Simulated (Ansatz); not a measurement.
# MgS: elastic constants from stress and strain

```xyz
2
Lattice="0.0000 2.6016 2.6016 2.6016 0.0000 2.6016 2.6016 2.6016 0.0000" Properties=species:S:1:pos:R:3 pbc="T T T"
Mg    0.0000    0.0000    0.0000
S     2.6016    2.6016    2.6016
```

Atom numbers follow the list: Mg1, S2.

The cell comes from COD entry 9008672, which wasn't checked; take it as a given geometry.

Method: Ansatz 0.2.0, DFT, LDA, all-electron LAPW, scalar-relativistic.

Settings: a Γ-centred 8×8×8 k mesh, Fermi–Dirac smearing of 0.01 eV, basis error target 0.25 meV/atom, no spin polarisation.

The unstrained cell is at -3.25 GPa. Large strains and very small stresses are left out. Each strain is applied once, with fractional coordinates held (clamped ions), and σ below is the change of stress, positive in tension. One finite strain gives stress–strain coefficients at this pressure with an error of the order of the strain times third-order constants, a few per cent for each per cent of strain.

**Question.** Estimate the stiffness probed by this change, and the stress that it gives: equal xy, yz and zx engineering shear strains of +1 %.

**Answer.** σxy = 0.55 GPa and γxy = 2εxy = 0.0100, so C44 (clamped ions) = σxy/γxy = 55 GPa.

**Question.** With equal xy, yz and zx engineering shear strains of -1 %, the run gives σxy = -0.54 GPa and γxy = 2εxy = -0.0100. Which stiffness follows?

**Answer.** C44 (clamped ions) = σxy/γxy = 54 GPa.
